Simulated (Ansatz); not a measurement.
Relaxed-ion elastic tensor of LuB2Os3 in space group P6/mmm (No. 191; B on 2c, Os on 3g, Lu on 1a) in GPa (Voigt order), the program Ansatz at the r²SCAN level (PAW); density 16.21 g/cm³, 13.10 Å³ per atom.

```csv
,1,2,3,4,5,6
1,427,230,180,0.0,0.0,0.0
2,230,427,180,0.0,0.0,0.0
3,180,180,478,0.0,0.0,0.0
4,0.0,0.0,0.0,163,0.0,0.0
5,0.0,0.0,0.0,0.0,163,0.0
6,0.0,0.0,0.0,0.0,0.0,98.4
```

Q: Is the crystal mechanically stable?

A: Yes: the smallest eigenvalue of C is 98.4 GPa.

Q: Work out the Voigt, Reuss and Hill averages.

A: K_V = 279, K_R = 279, K_H = 279; G_V = 134, G_R = 127, G_H = 131 GPa.

Q: Give Young's modulus, Poisson's ratio, Pugh's ratio and the universal anisotropy index.

A: E = 9KG/(3K + G) = 339 GPa; ν = 0.30; K/G = 2.13 (ductile by the Pugh limit of 1.75); A_U = 5G_V/G_R + K_V/K_R − 6 = 0.28.

Q: Estimate the sound speeds and the Debye temperature.

A: v_l = √((K + 4G/3)/ρ) = 5290 m/s, v_t = √(G/ρ) = 2840 m/s, mean 3170 m/s; Θ = (h/k)(3n/4πV)^(1/3) v_m = 401 K.

Q: Solve the Christoffel equation for the three sound speeds along x, y, z.

A: Eigenvalues of C_ijkl n_j n_l equal ρv². In km/s, slowest first: x 2.46, 3.17, 5.13; y 2.46, 3.17, 5.13; z 3.17, 3.17, 5.43.

Q: How much does each axis shrink under pressure?

A: Linear compressibilities β_i = Σ_j S_ij (j = 1 to 3): x 1.2, y 1.2, z 1.2 per TPa.

The workflow started from an entry of the Crystallography Open Database (COD). Whether it is the stable phase at ambient conditions was not checked. The r²SCAN relaxation kept the symmetry of its start; whether a distortion lowers the energy is not shown. No spin polarisation was allowed. As this level gives no gap, shear constants depend on the k-mesh and smearing (Fermi–Dirac, 0.1 eV here). On the denser mesh and wider smearing of the elastic run this cell carries a stress of 0.4 GPa. Scalar-relativistic: spin–orbit coupling is off unless named, which matters more the heavier the elements.

Potentials: the later of the program's two PAW sets.
